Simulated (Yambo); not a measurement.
How GW settings move the gap: CdI₂

G0W0@PBEsol for CdI2 (CdI2 type, space group P-3m1, No. 164) in Yambo. Reference settings: 3×3×2 Γ-centred k mesh, bands 9 to 244 and a 6 Ry block in the screening, 244 bands in G with the Bruneval-Gonze terminator, plasmon pole fitted at 27.2 eV. The PBEsol gap A → Γ on this mesh is 1.99 eV; G0W0 gaps are taken between the same points.

```csv
change from the reference,G0W0 gap A → Γ (eV),shift of the valence edge (eV),rough Yambo cost
reference settings,3.26,-0.70,1
"96 bands in W, 96 bands in G",3.38,-0.40,within a factor of two
5 Ry block,3.24,-0.66,within a factor of two
no random integration,3.22,-0.51,–
no terminator,3.25,-0.58,–
```

The reference isn't shown to be the converged limit. Costs are rough (shared machines), scaled to the same edge states, and given only for runs that recompute the screening. The mesh misses a band edge: along a dense path the PBEsol gap is 1.93 eV against 1.99 eV on the mesh.

Spin-orbit coupling is included.

Geometry relaxed with PBE+D3(BJ); primitive cell a = 4.2421 Å, b = 4.2421 Å, c = 6.8172 Å, α = 90.00°, β = 90.00°, γ = 120.00°.

A shift is the quasiparticle energy of the state minus its PBEsol energy.
